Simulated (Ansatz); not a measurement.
**Sn4Te: start and end of a relaxation**

The guess for Sn4Te was made by a generator: random cell by space group and Wyckoff sites (R3m, No. 160). Its size is a rough estimate.

POSCAR.start

```
Sn Te
1.0
     3.37899    1.95086    3.75632
    -3.37899    1.95086    3.75632
     0.00000   -3.90172    3.75632
Sn Te
4 1
Direct
  0.61148 0.61148 0.61148
  0.61539 0.01664 0.61539
  0.61539 0.61539 0.01664
  0.01664 0.61539 0.61539
  0.93375 0.93375 0.93375
```

Computed with DFT PBE, scalar-relativistic, plane waves, PAW in Ansatz 0.2.0. Cutoff 420 eV, Gaussian smearing, Γ-centred meshes. Cell and atoms relax first on a coarse mesh and then on a finer one. In between, the cell is made exact in the group found at 0.06 Å. In metals the finer mesh still leaves noise of several meV/atom or more. The steps can't lower the symmetry of their start. No spin polarisation.

POSCAR.end

```
Sn Te
1.0
     3.79792    2.19273    4.22696
    -3.79792    2.19273    4.22696
     0.00000   -4.38546    4.22696
Sn Te
4 1
Direct
  0.56256 0.56256 0.56256
  0.62032 0.04719 0.62032
  0.62032 0.62032 0.04719
  0.04719 0.62032 0.62032
  0.94226 0.94226 0.94226
```

The symmetry stays R3m (No. 160). The volume per atom grows by 42.2 %, from 29.7 to 42.2 Å³. The shortest distance goes from 2.20 Å (Sn–Sn) to 2.95 Å (Sn–Te). The energy falls by about 2.2 eV/atom (the start's value is from the coarse mesh).

| Item | Value |
| --- | --- |
| Volume per atom | 42.24 Å³ |
| Density | 4.74 g/cm³ |
| Energy over the elements | +0.23 eV/atom |
| Gap on the 6×6×6 mesh of the 5-atom cell | 0 eV (a metal) |

The zero of energy is the elements' standard structures at the same level; no fitted shifts are applied. The references include grey tin. The separate elements lie lower, so it is unstable against them.

The last run used Gaussian smearing of 0.10 eV. These runs have no spin–orbit coupling, which can matter for Te. The reference form of Te is held partly by dispersion forces, which this level lacks. Symmetry constrained the relaxation, so the result can be a saddle point. In all, the 3 runs took 6.2 min on 1 thread of Arm Neoverse V1, with other jobs on the host.
